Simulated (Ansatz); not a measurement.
An Ansatz (a first-principles code) run. Input:

Ansatz 0.2 input:
```yaml
crystal:
  lattice:
    - [3.2902814005, 0.0, 0.0]
    - [-1.6451407002, 2.8494672784, 0.0]
    - [0.0, 0.0, 5.037840225]
  atoms:
    - { symbol: Mg, position: [0.3333333333, 0.6666666667, 0.004944033] }
    - { symbol: Mg, position: [0.6666666667, 0.3333333333, 0.504944033] }
    - { symbol: O, position: [0.3333333333, 0.6666666667, 0.399655967] }
    - { symbol: O, position: [0.6666666667, 0.3333333333, 0.899655967] }
kpoints:
  mp_grid: { grid: [10, 10, 6] }
hamiltonian:
  xc: r2scan
  pseudopotentials: { azcp: { folder: ./paw }, kind: paw }
scf:
  occupations: { method: fixed }
elastic: { mode: relaxed_ion, stencil: two_point, amplitude: 0.005, f_tol: 0.0005 }
output: { polarization: {} }
```

Output (shortened):

```
Pseudopotential: Mg, paw, valence charge 10
Pseudopotential: O, paw, valence charge 6
Functional definition: r2SCAN
Crystal: 4 atoms, lattice volume = 47.233 Å³
Basis set: ecut = 500 eV, 1153 PW (Γ), exchange–correlation on 100×100×160 points (64 copies of the dense FFT grid, shifted against one another)
Bands: 20, of which v1, the nominal top of the filled ones, is band 16 counted from 1 (15 counted from 0)
Symmetry: 12 space group operations
Space group: P63mc (ITA 186), of the structure as read, at distance tolerance 3.6e-5 Å
k-points: 56 of 600 (time reversal used)
SCF 1 converged in 11 iterations: F = -4996.190654 eV  dr2 = 5.46e-14
Crystal: 4 atoms, lattice volume = 47.233 Å³
SCF 2 converged in 2 iterations: F = -4996.190654 eV  dr2 = 1.20e-14
Crystal: 4 atoms, lattice volume = 46.996 Å³
Symmetry: 4 space group operations
k-points: 124 of 600 (time reversal used)
SCF 3 converged in 10 iterations: F = -4996.189651 eV  dr2 = 6.23e-15
relax step   1: F+E_penalty+E_count = -4996.18965104 eV  Δ(F+E_penalty+E_count) = +0.000e0 eV  max|allowed force component| = 4.344e-2 eV/Å  Δτ_max = 0.0000 Å  (10 SCF iters, accepted)
Crystal: 4 atoms, lattice volume = 46.996 Å³
SCF 4 converged in 9 iterations: F = -4996.189764 eV  dr2 = 5.29e-15
relax step   2: F+E_penalty+E_count = -4996.18976423 eV  Δ(F+E_penalty+E_count) = -1.132e-4 eV  max|allowed force component| = 3.074e-2 eV/Å  Δτ_max = 0.0010 Å  (9 SCF iters, accepted)
Crystal: 4 atoms, lattice volume = 46.996 Å³
SCF 5 converged in 9 iterations: F = -4996.189899 eV  dr2 = 4.22e-14
relax step   3: F+E_penalty+E_count = -4996.18989850 eV  Δ(F+E_penalty+E_count) = -1.343e-4 eV  max|allowed force component| = 7.978e-4 eV/Å  Δτ_max = 0.0020 Å  (9 SCF iters, accepted)
Crystal: 4 atoms, lattice volume = 46.996 Å³
SCF 6 converged in 7 iterations: F = -4996.189899 eV  dr2 = 1.55e-14
relax step   4: F+E_penalty+E_count = -4996.18989854 eV  Δ(F+E_penalty+E_count) = -3.575e-8 eV  max|allowed force component| = 5.826e-4 eV/Å  Δτ_max = 0.0001 Å  (7 SCF iters, accepted)
Crystal: 4 atoms, lattice volume = 46.996 Å³
SCF 7 converged in 7 iterations: F = -4996.189899 eV  dr2 = 3.55e-14
relax step   5: F+E_penalty+E_count = -4996.18989867 eV  Δ(F+E_penalty+E_count) = -1.275e-7 eV  max|allowed force component| = 1.038e-5 eV/Å  Δτ_max = 0.0001 Å  (7 SCF iters, accepted)
Crystal: 4 atoms, lattice volume = 46.996 Å³
SCF 8 converged in 2 iterations: F = -4996.189899 eV  dr2 = 1.35e-14
Crystal: 4 atoms, lattice volume = 47.469 Å³
Basis set: ecut = 500 eV, 1183 PW (Γ), exchange–correlation on 100×100×160 points (64 copies of the dense FFT grid, shifted against one another)
SCF 9 converged in 10 iterations: F = -4996.189697 eV  dr2 = 4.07e-15
relax step   1: F+E_penalty+E_count = -4996.18969720 eV  Δ(F+E_penalty+E_count) = +0.000e0 eV  max|allowed force component| = 4.143e-2 eV/Å  Δτ_max = 0.0000 Å  (10 SCF iters, accepted)
Crystal: 4 atoms, lattice volume = 47.469 Å³
SCF 10 converged in 9 iterations: F = -4996.189802 eV  dr2 = 4.59e-15
relax step   2: F+E_penalty+E_count = -4996.18980240 eV  Δ(F+E_penalty+E_count) = -1.052e-4 eV  max|allowed force component| = 2.931e-2 eV/Å  Δτ_max = 0.0010 Å  (9 SCF iters, accepted)
Crystal: 4 atoms, lattice volume = 47.469 Å³
SCF 11 converged in 9 iterations: F = -4996.189929 eV  dr2 = 7.95e-14
relax step   3: F+E_penalty+E_count = -4996.18992853 eV  Δ(F+E_penalty+E_count) = -1.261e-4 eV  max|allowed force component| = 6.916e-4 eV/Å  Δτ_max = 0.0020 Å  (9 SCF iters, accepted)
Crystal: 4 atoms, lattice volume = 47.469 Å³
SCF 12 converged in 7 iterations: F = -4996.189929 eV  dr2 = 2.02e-14
relax step   4: F+E_penalty+E_count = -4996.18992854 eV  Δ(F+E_penalty+E_count) = -1.320e-9 eV  max|allowed force component| = 6.275e-4 eV/Å  Δτ_max = 0.0001 Å  (7 SCF iters, accepted)
Crystal: 4 atoms, lattice volume = 47.469 Å³
SCF 13 converged in 7 iterations: F = -4996.189929 eV  dr2 = 1.96e-14
relax step   5: F+E_penalty+E_count = -4996.18992864 eV  Δ(F+E_penalty+E_count) = -1.022e-7 eV  max|allowed force component| = 9.286e-6 eV/Å  Δτ_max = 0.0001 Å  (7 SCF iters, accepted)
Crystal: 4 atoms, lattice volume = 47.469 Å³
SCF 14 converged in 2 iterations: F = -4996.189929 eV  dr2 = 7.83e-15
Crystal: 4 atoms, lattice volume = 46.996 Å³
Basis set: ecut = 500 eV, 1141 PW (Γ), exchange–correlation on 100×100×160 points (64 copies of the dense FFT grid, shifted against one another)
SCF 15 converged in 10 iterations: F = -4996.189759 eV  dr2 = 6.53e-15
relax step   1: F+E_penalty+E_count = -4996.18975949 eV  Δ(F+E_penalty+E_count) = +0.000e0 eV  max|allowed force component| = 5.782e-2 eV/Å  Δτ_max = 0.0000 Å  (10 SCF iters, accepted)
Crystal: 4 atoms, lattice volume = 46.996 Å³
SCF 16 converged in 9 iterations: F = -4996.189938 eV  dr2 = 1.12e-14
relax step   2: F+E_penalty+E_count = -4996.18993781 eV  Δ(F+E_penalty+E_count) = -1.783e-4 eV  max|allowed force component| = 4.485e-2 eV/Å  Δτ_max = 0.0009 Å  (9 SCF iters, accepted)
Crystal: 4 atoms, lattice volume = 46.996 Å³
SCF 17 converged in 9 iterations: F = -4996.190212 eV  dr2 = 2.70e-14
relax step   3: F+E_penalty+E_count = -4996.19021237 eV  Δ(F+E_penalty+E_count) = -2.746e-4 eV  max|allowed force component| = 1.127e-3 eV/Å  Δτ_max = 0.0030 Å  (9 SCF iters, accepted)
Crystal: 4 atoms, lattice volume = 46.996 Å³
SCF 18 converged in 7 iterations: F = -4996.190213 eV  dr2 = 2.41e-14
relax step   4: F+E_penalty+E_count = -4996.19021254 eV  Δ(F+E_penalty+E_count) = -1.780e-7 eV  max|allowed force component| = 2.290e-5 eV/Å  Δτ_max = 0.0001 Å  (7 SCF iters, accepted)
Crystal: 4 atoms, lattice volume = 46.996 Å³
SCF 19 converged in 2 iterations: F = -4996.190213 eV  dr2 = 8.76e-15
Crystal: 4 atoms, lattice volume = 47.469 Å³
Basis set: ecut = 500 eV, 1177 PW (Γ), exchange–correlation on 100×100×160 points (64 copies of the dense FFT grid, shifted against one another)
SCF 20 converged in 10 iterations: F = -4996.189778 eV  dr2 = 5.47e-15
relax step   1: F+E_penalty+E_count = -4996.18977764 eV  Δ(F+E_penalty+E_count) = +0.000e0 eV  max|allowed force component| = 5.383e-2 eV/Å  Δτ_max = 0.0000 Å  (10 SCF iters, accepted)
Crystal: 4 atoms, lattice volume = 47.469 Å³
SCF 21 converged in 8 iterations: F = -4996.189942 eV  dr2 = 6.75e-14
relax step   2: F+E_penalty+E_count = -4996.18994170 eV  Δ(F+E_penalty+E_count) = -1.641e-4 eV  max|allowed force component| = 4.212e-2 eV/Å  Δτ_max = 0.0009 Å  (8 SCF iters, accepted)
Crystal: 4 atoms, lattice volume = 47.469 Å³
SCF 22 converged in 10 iterations: F = -4996.190196 eV  dr2 = 6.50e-16
relax step   3: F+E_penalty+E_count = -4996.19019571 eV  Δ(F+E_penalty+E_count) = -2.540e-4 eV  max|allowed force component| = 1.099e-3 eV/Å  Δτ_max = 0.0031 Å  (10 SCF iters, accepted)
Crystal: 4 atoms, lattice volume = 47.469 Å³
SCF 23 converged in 8 iterations: F = -4996.190196 eV  dr2 = 1.26e-15
relax step   4: F+E_penalty+E_count = -4996.19019573 eV  Δ(F+E_penalty+E_count) = -1.810e-8 eV  max|allowed force component| = 1.038e-3 eV/Å  Δτ_max = 0.0001 Å  (8 SCF iters, accepted)
Crystal: 4 atoms, lattice volume = 47.469 Å³
SCF 24 converged in 7 iterations: F = -4996.190196 eV  dr2 = 3.64e-14
relax step   5: F+E_penalty+E_count = -4996.19019588 eV  Δ(F+E_penalty+E_count) = -1.504e-7 eV  max|allowed force component| = 4.725e-7 eV/Å  Δτ_max = 0.0001 Å  (7 SCF iters, accepted)
Crystal: 4 atoms, lattice volume = 47.469 Å³
SCF 25 converged in 2 iterations: F = -4996.190196 eV  dr2 = 1.24e-14
Crystal: 4 atoms, lattice volume = 47.232 Å³
Basis set: ecut = 500 eV, 1165 PW (Γ), exchange–correlation on 100×100×160 points (64 copies of the dense FFT grid, shifted against one another)
Symmetry: 2 space group operations
k-points: 172 of 600 (time reversal used)
SCF 26 converged in 10 iterations: F = -4996.190378 eV  dr2 = 3.71e-14
relax step   1: F+E_penalty+E_count = -4996.19037839 eV  Δ(F+E_penalty+E_count) = +0.000e0 eV  max|allowed force component| = 1.975e-2 eV/Å  Δτ_max = 0.0000 Å  (10 SCF iters, accepted)
Crystal: 4 atoms, lattice volume = 47.232 Å³
SCF 27 converged in 8 iterations: F = -4996.190396 eV  dr2 = 3.55e-14
relax step   2: F+E_penalty+E_count = -4996.19039589 eV  Δ(F+E_penalty+E_count) = -1.750e-5 eV  max|allowed force component| = 1.449e-2 eV/Å  Δτ_max = 0.0003 Å  (8 SCF iters, accepted)
Crystal: 4 atoms, lattice volume = 47.232 Å³
SCF 28 converged in 9 iterations: F = -4996.190416 eV  dr2 = 6.63e-14
relax step   3: F+E_penalty+E_count = -4996.19041643 eV  Δ(F+E_penalty+E_count) = -2.054e-5 eV  max|allowed force component| = 6.580e-5 eV/Å  Δτ_max = 0.0007 Å  (9 SCF iters, accepted)
Crystal: 4 atoms, lattice volume = 47.232 Å³
SCF 29 converged in 2 iterations: F = -4996.190416 eV  dr2 = 4.40e-15
Crystal: 4 atoms, lattice volume = 47.232 Å³
SCF 30 converged in 10 iterations: F = -4996.190378 eV  dr2 = 3.50e-14
relax step   1: F+E_penalty+E_count = -4996.19037839 eV  Δ(F+E_penalty+E_count) = +0.000e0 eV  max|allowed force component| = 1.975e-2 eV/Å  Δτ_max = 0.0000 Å  (10 SCF iters, accepted)
Crystal: 4 atoms, lattice volume = 47.232 Å³
SCF 31 converged in 8 iterations: F = -4996.190396 eV  dr2 = 3.30e-14
relax step   2: F+E_penalty+E_count = -4996.19039589 eV  Δ(F+E_penalty+E_count) = -1.750e-5 eV  max|allowed force component| = 1.449e-2 eV/Å  Δτ_max = 0.0003 Å  (8 SCF iters, accepted)
Crystal: 4 atoms, lattice volume = 47.232 Å³
SCF 32 converged in 9 iterations: F = -4996.190416 eV  dr2 = 3.87e-14
relax step   3: F+E_penalty+E_count = -4996.19041643 eV  Δ(F+E_penalty+E_count) = -2.054e-5 eV  max|allowed force component| = 6.580e-5 eV/Å  Δτ_max = 0.0007 Å  (9 SCF iters, accepted)
Crystal: 4 atoms, lattice volume = 47.232 Å³
SCF 33 converged in 2 iterations: F = -4996.190416 eV  dr2 = 3.52e-15
SCF converged after 2 iterations
Free energy (F): -4996.190654 eV
Harris-Foulkes:  -4996.190654 eV  (|F-HF|=2.73e-12)
Internal energy: -4996.190654 eV  (E = F + TS)
E sigma→0 (E₀):  -4996.190654 eV
Fermi energy:    4.514674 eV
--- Per-component energies (eV) ---
  E_band       = -709.318934
  E_kinetic    = 485.603248
  E_local      = -3919.347633  (includes V_loc(G=0)·N_el)
  E_nonlocal   = 493.684557
  E_hartree    = 1349.759269
  E_xc         = -195.806170
  E_vxc        = -282.595881  (∫ρ·V_xc dr)
  E_paw        = -937.641683  (= ΣΔE_a)
  E_vpaw       = -204.648327  (= ΣTr[D̂ρ^β])
  E_aug_tail   = 0.000597  (compensation charges beyond the density's cutoff)
  E_vtau       = 18.465967  (kinetic-family band-sum trace: ∫τ·v_τ [+ j·A + Jᵃ·Aᵃ] dr)
  E_ewald      = -2272.326539
  E_core_change = -0.116298  (= ΣΔE_core)
  E_smearing   =  0.000000  (= −TS)
  E_closure    =  0.000000  (closes the sum)
  Σ components = -4996.190654   (vs F -4996.190654, Δ=0.00e0)
--- Forces (eV/Å), atoms counted from 1 ---
  atom   1  Mg     0.00000000     0.00000000     0.00010486
  atom   2  Mg     0.00000000     0.00000000     0.00010486
  atom   3  O      0.00000000     0.00000000    -0.00021461
  atom   4  O      0.00000000     0.00000000    -0.00021461
  max |Σ_I F_I| component: 2.19e-4 eV/Å
--- Stress (GPa, compression-positive) ---
        0.004113       0.000000       0.000000
        0.000000       0.004113       0.000000
        0.000000       0.000000      -0.003671
  P = ⅓ Tr σ = 0.0015 GPa (0.015 kbar)
--- Band table (eV; the first three rows and the last of 56) ---
  k-point 0: bands = ["-69.8252", "-69.8212", "-34.9809", "-34.9322", "-34.9235", "-34.9235", "-34.9152", "-34.9152", "-12.6335", "-11.8556", "1.2961", "3.8333", "3.8333", "4.1422", "4.1422", "4.5147", "8.7323", "13.9660", "15.6742", "19.7680"]
  k-point 1: bands = ["-69.8249", "-69.8215", "-34.9777", "-34.9355", "-34.9230", "-34.9230", "-34.9158", "-34.9158", "-12.5841", "-11.9108", "1.4476", "3.8531", "3.8531", "4.1206", "4.1206", "4.1544", "9.1491", "13.4081", "16.2496", "19.7874"]
  k-point 2: bands = ["-69.8242", "-69.8222", "-34.9689", "-34.9445", "-34.9214", "-34.9214", "-34.9173", "-34.9173", "-12.4474", "-12.0590", "1.8855", "3.3778", "3.9081", "3.9081", "4.0625", "4.0625", "10.1026", "12.3781", "17.3655", "19.9236"]
  k-point 55: bands = ["-69.8215", "-69.8215", "-34.9659", "-34.9659", "-34.9350", "-34.9350", "-34.9311", "-34.9311", "-11.8110", "-11.8110", "1.9073", "1.9073", "2.5901", "2.5901", "4.1370", "4.1370", "13.6457", "13.6457", "15.5136", "15.5136"]
--- Elastic constants: 3 strain directions × 2 members + reference (group order 12) ---
  dense FFT box of the reference and of every strained cell: 25×25×40
  strains applied: 11, 33, 23; error gains …
  C = ∂σ_k/∂η_j (tension-positive GPa; Voigt order 11 22 33 23 13 12):
       203.284    103.830     98.751      0.000      0.000      0.000
       103.830    203.284     98.751      0.000      0.000      0.000
        98.725     98.725    122.800      0.000      0.000      0.000
         0.000      0.000      0.000     64.664      0.000      0.000
         0.000      0.000      0.000      0.000     64.664      0.000
         0.000      0.000      0.000      0.000      0.000     49.727
  reference stress σ⁰ (GPa):     -0.004     -0.004      0.004      0.000      0.000      0.000
  moduli (Voigt/Reuss/Hill, GPa): K = 125.78/115.46/120.62   G = 51.02/44.41/47.71   E = 126.47   ν = 0.325
  mechanically stable: yes (min eigenvalue of sym C = 47.65 GPa)
  e, the proper piezoelectric tensor (elastic.mode: relaxed_ion; C/m²; rows x y z; Voigt order 11 22 33 23 13 12):
       0.00000    0.00000    0.00000    0.00000   -0.37350    0.00000
       0.00000    0.00000    0.00000   -0.37350    0.00000    0.00000
      -0.70711   -0.70711    1.93362    0.00000    0.00000    0.00000
  ±, each entry's uncertainty from the finite density of the strings (C/m²), an estimate: the size of the correction for it that the entry includes:
       0.00000    0.00000    0.00000    0.00000    0.00016    0.00000
       0.00000    0.00000    0.00000    0.00016    0.00000    0.00000
       0.00010    0.00010    0.00159    0.00000    0.00000    0.00000
  strain η (Voigt 11):  stress-route row diagonal C_11 = 203.28 GPa, energy-path curvature d²(F+E_count+ΔE)/dδ²/Ω₀ = 203.25 GPa
         δ    σ_11 (GPa)             F (eV)   n_scf  n_hpsi   n_pw
    -5.000e-3      -1.0297       -4996.1898987       2   21044   1209   relax 5 steps, max|allowed force component| 1.04e-5 eV/Å
     5.000e-3       1.0031       -4996.1899286       2   21093   1227   relax 5 steps, max|allowed force component| 9.29e-6 eV/Å
  strain η (Voigt 33):  stress-route row diagonal C_33 = 122.80 GPa, energy-path curvature d²(F+E_count+ΔE)/dδ²/Ω₀ = 122.82 GPa
         δ    σ_33 (GPa)             F (eV)   n_scf  n_hpsi   n_pw
    -5.000e-3      -0.5981       -4996.1902125       2    9419   1210   relax 4 steps, max|allowed force component| 2.29e-5 eV/Å
     5.000e-3       0.6299       -4996.1901959       2    9456   1221   relax 5 steps, max|allowed force component| 4.73e-7 eV/Å
  strain η (Voigt 23):  stress-route row diagonal C_44 = 64.66 GPa, energy-path curvature d²(F+E_count+ΔE)/dδ²/Ω₀ = 64.66 GPa
         δ    σ_23 (GPa)             F (eV)   n_scf  n_hpsi   n_pw
    -5.000e-3      -0.3233       -4996.1904164       2   29236   1220   relax 3 steps, max|allowed force component| 6.58e-5 eV/Å
     5.000e-3       0.3233       -4996.1904164       2   29189   1220   relax 3 steps, max|allowed force component| 6.58e-5 eV/Å
--- Formal polarisation (Berry phase): one branch of a lattice of values; only differences between neighbouring runs are physical ---
  axis  mesh            electronic          ionic      p = total  spread (rad)  least overlap  resolved gap  δp at fixed H ≤   (phases in cycles; p mod 2 …
  b1    10×10×6         0.00000000    16.00000000    16.00000000      0.000000         0.9628        4.2176           3.2e-6
  b2    10×10×6         0.00000000    16.00000000    16.00000000      0.000000         0.9628        4.2176           3.2e-6
  b3    10×10×6        -0.47147876    12.89475226    12.42327351      0.045638         0.9630        4.2176           2.0e-6
  quantum along a1:   0.13932272 e/Å² =   223.219600 µC/cm²
  quantum along a2:   0.13932272 e/Å² =   223.219600 µC/cm²
  quantum along a3:   0.21332084 e/Å² =   341.777661 µC/cm²
  P = (  0.55729086,   0.96525609,   1.32507155) e/Å² = (  892.878400,  1546.510754,  2122.998678) µC/cm²  (mod the quanta)
```

Cost: about 12 core-minutes (a rough figure) on shared cores.

Space group P6_3mc (wurtzite). The first step of the workflow began from a Materials Project structure, measured or hypothetical; the Crystallography Open Database copy checked does not list it. It is not the phase usual at ambient conditions (space group No. 225). The cell was relaxed with r²SCAN under the symmetry of its start; its stability against distortions is not shown here.

Potentials: the earlier of the program's two PAW sets.

Ansatz is a plane-wave DFT program.
